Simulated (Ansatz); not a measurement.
Input file for Ansatz (a first-principles code):

Ansatz 0.2 input:
```yaml
crystal:
  lattice:
    - [4.1595503186, 0.0, 0.0]
    - [0.0, 4.1595503186, 0.0]
    - [0.0, 0.0, 4.1595503186]
  atoms:
    - { symbol: Zr, position: [0.0, 0.0, 0.0] }
    - { symbol: Pb, position: [0.5, 0.5, 0.5] }
    - { symbol: O, position: [0.5, 0.0, 0.0] }
    - { symbol: O, position: [0.0, 0.5, 0.0] }
    - { symbol: O, position: [0.0, 0.0, 0.5] }
kpoints:
  mp_grid: { grid: [6, 6, 6] }
  band_path:
    path:
      - [[0.0, 0.0, 0.0], [0.0, 0.5, 0.0], [0.5, 0.5, 0.0], [0.0, 0.0, 0.0], [0.5, 0.5, 0.5], [0.0, 0.5, 0.0]]  # Γ-X-M-Γ-R-X
      - [[0.5, 0.5, 0.5], [0.5, 0.5, 0.0]]  # R-M
      - [VBM, CBM]
    npoints: 12
hamiltonian:
  xc: r2scan
  pseudopotentials: { kind: paw }
magnetization: { noncollinear: true, spin_orbit: true }
scf:
  n_extra_bands: 12
  convergence: { dr2_threshold: 0.0000000001 }
  occupations: { method: gaussian, width: 0.01 }
checkpoint: { write: soc.run }
output: { eigenvalues: true }
```

Output (shortened):

```
Pseudopotential: Zr, paw_fr, valence charge 12
Pseudopotential: Pb, paw_fr, valence charge 14
Pseudopotential: O, paw_fr, valence charge 6
Functional definition: r2SCAN
non-collinear run that drives no moment, with spin-orbit …
Crystal: 5 atoms, lattice volume = 71.968 Å³
Basis set: ecut = 500 eV, 1839 PW (Γ), exchange–correlation on 128×128×128 points (64 copies of the dense FFT grid, shifted against one another)
Bands: 56, of which v1, the nominal top of the filled ones, is band 44 counted from 1 (43 counted from 0)
Symmetry: 48 space group operations + 48 with time reversal
k-points: 20 of 216
Projection manifold: j_resolved (fully-relativistic pseudo-atomic orbitals)
SCF iter   1: F=—  HF=-17789.405535 eV  |F-HF|=—  |Δ(HF+E_count)|=         —  Δρ=6.40e-2  dr2=4.78e0  dr2_τ=1.32e-1  dr2_m=0.00e0 (ungated)  ethr=3.10e-3  |M|=0.00e0 ∫|m|=0.00e0 μB  |m|>n=0.0e0 m-floor=0.0e0 τ_xc=0.0e0  β_m=0.30  ⟨swp⟩=6.2  Hψ=2619  notcnv=0
preconditioner: auto → Resta (q_TF=auto, 2.513 Å⁻¹)
spin=Noncollinear: Resta preconditioning applied to the charge; magnetization (m_x, m_y, m_z) channels mix plain (no charge-response kernel on spin).
SCF iter   2: F=—  HF=-17788.704244 eV  |F-HF|=—  |Δ(HF+E_count)|=   7.01e-1  Δρ=4.25e-2  dr2=2.11e0  dr2_τ=1.44e-2  dr2_m=0.00e0 (ungated)  ethr=3.10e-3  |M|=0.00e0 ∫|m|=0.00e0 μB  |m|>n=0.0e0 m-floor=0.0e0 τ_xc=0.0e0  β_m=0.53  ⟨swp⟩=2.5  Hψ=877  notcnv=0  defer=106
SCF iter   3: F=—  HF=-17788.320601 eV  |F-HF|=—  |Δ(HF+E_count)|=   3.84e-1  Δρ=1.40e-2  dr2=2.32e-1  dr2_τ=5.60e-3  dr2_m=0.00e0 (ungated)  ethr=3.10e-3  |M|=0.00e0 ∫|m|=0.00e0 μB  |m|>n=0.0e0 m-floor=0.0e0 τ_xc=0.0e0  β_m=0.59  ⟨swp⟩=3.3  Hψ=1035  notcnv=0  defer=116
SCF iter   4: F=—  HF=-17788.288781 eV  |F-HF|=—  |Δ(HF+E_count)|=   3.18e-2  Δρ=4.28e-3  dr2=7.65e-3  dr2_τ=3.22e-4  dr2_m=0.00e0 (ungated)  ethr=5.28e-4  |M|=0.00e0 ∫|m|=0.00e0 μB  |m|>n=0.0e0 m-floor=0.0e0 τ_xc=0.0e0  β_m=0.77  ⟨swp⟩=3.3  Hψ=960  notcnv=0  defer=116
SCF iter   5: F=—  HF=-17788.290478 eV  |F-HF|=—  |Δ(HF+E_count)|=   1.70e-3  Δρ=8.91e-4  dr2=7.21e-4  dr2_τ=1.15e-5  dr2_m=0.00e0 (ungated)  ethr=1.74e-5  |M|=0.00e0 ∫|m|=0.00e0 μB  |m|>n=0.0e0 m-floor=0.0e0 τ_xc=0.0e0  β_m=0.88  ⟨swp⟩=2.3  Hψ=1001  notcnv=0  defer=116
SCF iter   6: F=—  HF=-17788.290531 eV  |F-HF|=—  |Δ(HF+E_count)|=   5.29e-5  Δρ=1.88e-4  dr2=2.64e-5  dr2_τ=4.68e-7  dr2_m=0.00e0 (ungated)  ethr=1.64e-6  |M|=0.00e0 ∫|m|=0.00e0 μB  |m|>n=0.0e0 m-floor=0.0e0 τ_xc=0.0e0  β_m=0.93  ⟨swp⟩=2.6  Hψ=902  notcnv=0  defer=116
SCF iter   7: F=—  HF=-17788.290535 eV  |F-HF|=—  |Δ(HF+E_count)|=   4.15e-6  Δρ=4.95e-5  dr2=2.10e-6  dr2_τ=1.86e-8  dr2_m=0.00e0 (ungated)  ethr=5.99e-8  |M|=0.00e0 ∫|m|=0.00e0 μB  |m|>n=0.0e0 m-floor=0.0e0 τ_xc=0.0e0  β_m=0.96  ⟨swp⟩=2.2  Hψ=825  notcnv=0  defer=116
SCF iter   8: F=—  HF=-17788.290643 eV  |F-HF|=—  |Δ(HF+E_count)|=   1.08e-4  Δρ=5.87e-6  dr2=2.34e-8  dr2_τ=2.01e-10  dr2_m=0.00e0 (ungated)  ethr=4.77e-9  |M|=0.00e0 ∫|m|=0.00e0 μB  |m|>n=0.0e0 m-floor=0.0e0 τ_xc=0.0e0  β_m=0.97  ⟨swp⟩=2.0  Hψ=758  notcnv=0  defer=116
SCF iter  10: F=-17788.290643 eV  HF=-17788.290643 eV  |F-HF|=3.64e-12  |Δ(HF+E_count)|=  7.64e-11  Δρ=1.93e-7  dr2=2.24e-11  dr2_τ=4.76e-13  dr2_m=0.00e0 (ungated)  ethr=1.00e-12  |M|=0.00e0 ∫|m|=0.00e0 μB  |m|>n=0.0e0 m-floor=0.0e0 τ_xc=0.0e0  ⟨swp⟩=10.3  Hψ=2231  notcnv=0
SCF 1 converged in 10 iterations: F = -17788.290643 eV  dr2 = 2.24e-11
NSCF: frozen V_eff on 20 k-points
NSCF: frozen V_eff on 20 k-points
NSCF: frozen V_eff on 20 k-points
NSCF: frozen V_eff on 17 k-points
NSCF: frozen V_eff on 13 k-points
NSCF: frozen V_eff on 13 k-points
NSCF: frozen V_eff on 10 k-points
NSCF: frozen V_eff on 10 k-points
NSCF: frozen V_eff on 5 k-points
NSCF: frozen V_eff on 87 k-points
SCF converged after 10 iterations
Magnetization: |M| = 0.0000 μB,  M = (+0.0000, +0.0000, +0.0000) μB
Absolute magnetization: 0.0000 μB (∫|m|)
  site 0: m = (+0.0000, +0.0000, +0.0000) μB, |m| = 0.0000 μB  (R = 0.86 Å)
  site 1: m = (+0.0000, +0.0000, +0.0000) μB, |m| = 0.0000 μB  (R = 1.21 Å)
  site 2: m = (+0.0000, +0.0000, +0.0000) μB, |m| = 0.0000 μB  (R = 0.86 Å)
  site 3: m = (+0.0000, +0.0000, +0.0000) μB, |m| = 0.0000 μB  (R = 0.86 Å)
  site 4: m = (+0.0000, +0.0000, +0.0000) μB, |m| = 0.0000 μB  (R = 0.86 Å)
Free energy (F): -17788.290643 eV
Harris-Foulkes:  -17788.290643 eV  (|F-HF|=3.64e-12)
Internal energy: -17788.290643 eV  (E = F + TS)
E sigma→0 (E₀):  -17788.290643 eV
Fermi energy:    10.476327 eV
--- Per-component energies (eV) ---
  E_band       = -157.335767
  E_kinetic    = 1149.582234
  E_local      = -2512.320989  (includes V_loc(G=0)·N_el)
  E_nonlocal   = 567.971823
  E_hartree    = 898.269439
  E_xc         = -587.728178
  E_vxc        = -677.859317  (∫ρ·V_xc dr)
  E_paw        = -13840.461504  (= ΣΔE_a)
  E_vpaw       = -524.709848  (= ΣTr[D̂ρ^β])
  E_aug_tail   = 0.002859  (compensation charges beyond the density's cutoff)
  E_vtau       = 43.458695  (kinetic-family band-sum trace: ∫τ·v_τ [+ j·A + Jᵃ·Aᵃ] dr)
  E_ewald      = -3464.281913
  E_core_change = 0.675587  (= ΣΔE_core)
  E_smearing   =  0.000000  (= −TS)
  E_closure    = 0.000000  (closes the sum)
  Σ components = -17788.290643   (vs F -17788.290643, Δ=0.00e0)
  [band-id]    e_kinetic+e_local+e_nonlocal+2·e_hartree+e_vxc+e_vpaw+e_augmentation_tail+e_vtau = -157.335665   (vs E_band -157.335767, Δ=1.02e-4)
--- Band table (eV; the first three rows and the last of 20) ---
  k-point 0: bands = ["-39.1818", "-39.1818", "-17.8178", "-17.8178", "-16.1101", "-16.1101", "-16.1101", "-16.1101", "-8.5696", "-8.5696", "-8.5696", "-8.5696", "-8.4946", "-8.4946", "-7.9329", "-7.9329", "-7.9329", "-7.9329", "-5.8861", "-5.8861", …
  k-point 1: bands = ["-39.1808", "-39.1808", "-17.8388", "-17.8388", "-16.1729", "-16.1729", "-16.1083", "-16.1083", "-8.5540", "-8.5540", "-8.5503", "-8.5503", "-8.3856", "-8.3856", "-7.9391", "-7.9391", "-7.7607", "-7.7607", "-5.8904", "-5.8904", …
  k-point 2: bands = ["-39.1788", "-39.1788", "-17.8837", "-17.8837", "-16.2859", "-16.2859", "-16.1045", "-16.1045", "-8.5215", "-8.5215", "-8.5207", "-8.5207", "-8.2782", "-8.2782", "-7.9528", "-7.9528", "-7.2723", "-7.2723", "-5.9128", "-5.9128", …
  k-point 19: bands = ["-39.1699", "-39.1699", "-18.0472", "-18.0472", "-16.4510", "-16.4510", "-16.4510", "-16.4510", "-8.5354", "-8.5354", "-8.5354", "-8.5354", "-7.1894", "-7.1894", "-6.8237", "-6.8237", "-6.8237", "-6.8237", "-5.7805", "-5.7805", …
```

Cost: roughly 4 core-minutes on shared cores.

Space group Pm-3m (cubic perovskite). The first step of the workflow began from a Materials Project structure, measured or hypothetical; the Crystallography Open Database copy checked does not list it. COD files the formula under space group No. 38, 55. Its standing as an ambient phase is unchecked. Symmetry was held in the r²SCAN relaxation; its stability against distortions is not shown here. No spin polarisation was allowed.

Potentials: the later of the program's two PAW sets.

Ansatz is a plane-wave DFT program.
